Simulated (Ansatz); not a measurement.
Relaxed ZrB₂ (AlB2 type, space group P6/mmm):

```yaml
crystal:
  lattice:
    - [6.34286, 0.00000, 0.00000]
    - [-1.58571, 2.74654, 0.00000]
    - [3.17143, 0.00000, 3.54132]
  atoms:
    - { symbol: Zr, position: [0.00000, 0.00000, 0.00000] }
    - { symbol: Zr, position: [0.50000, 0.00000, 0.00000] }
    - { symbol: B, position: [0.91667, 0.66667, 0.50000] }
    - { symbol: B, position: [0.41667, 0.66667, 0.50000] }
    - { symbol: B, position: [0.08333, 0.33333, 0.50000] }
    - { symbol: B, position: [0.58333, 0.33333, 0.50000] }
```

The atoms are displaced by Q × the pattern below (from a DFPT mode at L = (0.5, 0.0, 0.5), largest move 1; Q in Å), at fixed cell. (q is in reciprocal vectors of the primitive cell; the cell shown is doubled to hold the pattern.)

```csv
atom,x,y,z
Zr1,0.000,0.000,0.060
Zr2,0.000,0.000,-0.060
B3,-0.866,-0.500,0.000
B4,0.866,0.500,0.000
B5,-0.866,-0.500,0.000
B6,0.866,0.500,0.000
```

Method: PBE (plane waves to 420 eV, PAW, scalar-relativistic; Ansatz, a program for electronic structure). k mesh 17×17×17 (Γ-centred), Fermi-Dirac smearing 0.05 eV. Energies are smeared free energies. With partly filled bands, energies and forces of such displacements shift with the k mesh and the smearing. ZrB2 is run without spin polarisation. ZrB2 was relaxed with its symmetry unable to fall. The zero of ΔE is the undisplaced structure.

| Q (Å) | ΔE (eV/cell) |
|---|---|
| -0.280 | 4.294 |
| -0.187 | 1.500 |
| -0.093 | 0.322 |
| 0.000 | 0.000 |
| 0.093 | 0.322 |
| 0.187 | 1.500 |
| 0.280 | 4.294 |

Question: Which DFPT wavenumber at L = (0.5, 0.0, 0.5) belongs to this mode?
A) 222 cm⁻¹
B) 507 cm⁻¹
C) 659 cm⁻¹

Answer: C, 659 cm⁻¹. The curvature of the scan gives 659 cm⁻¹

(A displaced cell: forces are minus the slopes of the energy, force constants its curvatures, and phonons follow from these.)
